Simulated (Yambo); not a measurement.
One stored BSE kernel of dimension 2304 for Sr2OsH6 (space group Fm-3m, No. 225) (Yambo, LDA bands; 4×4×4 mesh, 6 valence and 6 conduction bands, static screening with 61 bands and a 3 Ry block, scissor 1.30 eV, Tamm-Dancoff; broadening 0.15 eV; field along x), solved in several ways.

```tsv
solver	iterations	largest change of Im ε (% of its maximum)	rough time
Haydock, threshold 2 %	12	60	within a factor of two
Haydock, threshold 0.5 %	25	15	within a factor of two
Haydock, threshold 0.1 %	37	3.5	within a factor of two
Haydock, threshold 0.005 %	66	0.1	1
SLEPc, lowest 10 states	–	no full spectrum	within a factor of two
SLEPc, lowest 60 states	–	no full spectrum	about 2×
full diagonalisation	–	reference	about 20×
```

Haydock gives the spectrum without eigenstates, SLEPc the lowest states alone, full diagonalisation everything at a cost that grows as the cube of the dimension. Times include reading the kernel. Times are rough ratios from shared machines. Mesh and scissor weren't tested; the rows compare only with each other.

Spin-orbit coupling is not included.

Geometry of the Materials Project entry, not relaxed at this level; primitive cell a = 5.3914 Å, b = 5.3914 Å, c = 5.3914 Å, α = 60.00°, β = 60.00°, γ = 60.00°.

The structure is a Materials Project entry; no match was found in the copy of COD used, and its stability was not checked.
